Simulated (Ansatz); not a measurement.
The relaxed structure here is a generated cell of K: the first start was made by placing the elements on the sites of a structure type, and the end was not matched to a known phase here, so it may be hypothetical. Known forms of K include space group No. 229.

The end point of a relaxation of K. The numbers are results of r2SCAN (plane waves to 500 eV, PAW, scalar-relativistic; Ansatz, an electronic-structure program), not measurements.

```xyz
1
Lattice="4.3016 0.0000 0.0000 0.0000 4.3016 0.0000 0.0000 0.0000 4.3016" Properties=species:S:1:pos:R:3 pbc="T T T"
K      0.0000     0.0000     0.0000
```

Task: Determine the symmetry and give the standard cell with its independent sites.

Result: Space group Pm-3m (No. 221); a = b = c = 4.3016 Å, α = β = γ = 90.00°

| atom | site | symmetry | x | y | z |
|---|---|---|---|---|---|
| K | 1a | m-3m | 0.0000 | 0.0000 | 0.0000 |

This is the simple cubic type.

Task: Give the shortest distances between elements (the closest pairs, up to four, under 3.6 Å).

Result: .

```yaml
volume_per_atom: 79.59 Å³
band_gap: zero (metallic)
```

No spin polarisation in the result.

The run could not lower the symmetry of its start; a shaken copy of this end point relaxes with r2SCAN to Im-3m (No. 229), 0.11 eV/atom lower.
